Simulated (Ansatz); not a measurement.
# Equation of state of ZnWO₄ and its gap

A database entry relaxed whole under r2SCAN (P2/c):

```xyz
12
Lattice="4.6744 0.0000 0.0022 0.0000 5.7237 0.0000 -0.0504 0.0000 4.9134" Properties=species:S:1:pos:R:3 pbc="T T T"
Zn    2.3246    3.8893    1.2295
Zn    2.2994    1.8344    3.6862
W    -0.0126    1.0481    1.2284
W    -0.0378    4.6756    3.6851
O     0.9660    0.6066    4.6022
O     3.6328    0.6066    2.7702
O     3.6580    5.1171    0.3135
O     0.9911    5.1171    2.1455
O     1.1772    2.1527    1.9801
O     3.4720    2.1527    0.4789
O     3.4468    3.5709    2.9356
O     1.1520    3.5709    4.4368
```

The cell was scaled uniformly, its shape held, and the atoms relaxed at each volume with plane-wave PAW DFT (Ansatz 0.2.0; r2SCAN, 500 eV, 6×4×4 Γ-centred mesh, fermi-dirac occupations of width 0.020 eV; no spin, no spin-orbit coupling). One row is withheld.

| volume (Å³/atom) | energy over the lowest (meV/atom) | pressure (GPa) | gap over mesh and path (eV) |
| --- | --- | --- | --- |
| 10.298 | 22.9 | 11.86 | 3.26 |
| 10.517 | 9.8 | 7.41 | 3.28 |
| 10.736 | 2.3 | 3.49 | 3.30 |
| 10.955 | 0.0 | 0.00 | 3.32 |
| 11.174 | 2.1 | -3.05 | 3.33 |
| 11.393 | ? | ? | ? |
| 11.612 | 17.8 | -8.11 | 3.34 |

Q: Fit the pressures of the other rows to the third-order Birch-Murnaghan form.

A: With f = [(V₀/V)^(2/3) − 1]/2 and P = 3B₀f(1 + 2f)^(5/2)[1 + 3(B₀′ − 4)f/2], least squares gives V₀ = 10.96 Å³ an atom, B₀ = 163 GPa and B₀′ = 5.3; the rows miss the fit by 0.01 GPa. The slope of the energies differs from these pressures by less than 0.05 GPa.

Q: How does the gap move with volume?

A: It runs from 3.26 eV at the smallest volume to 3.34 eV at the largest, not along one parabola: a band edge changes its place in the zone on the way, so no one slope is given.

Q: What does the withheld row hold?

A: The fit gives -5.74 GPa at 11.393 Å³; the run gave -5.78 GPa and 8.2 meV an atom. Its gap is 3.34 eV.

Caveats: the shape of the cell was held, so B₀ is an upper bound where the axes differ in stiffness; 0 K, fixed nuclei; the symmetry was kept, and this need not be the phase that is stable at 0 K; one mesh for all volumes; r2SCAN gaps lie as a rule under measured ones; pressure is positive in compression.
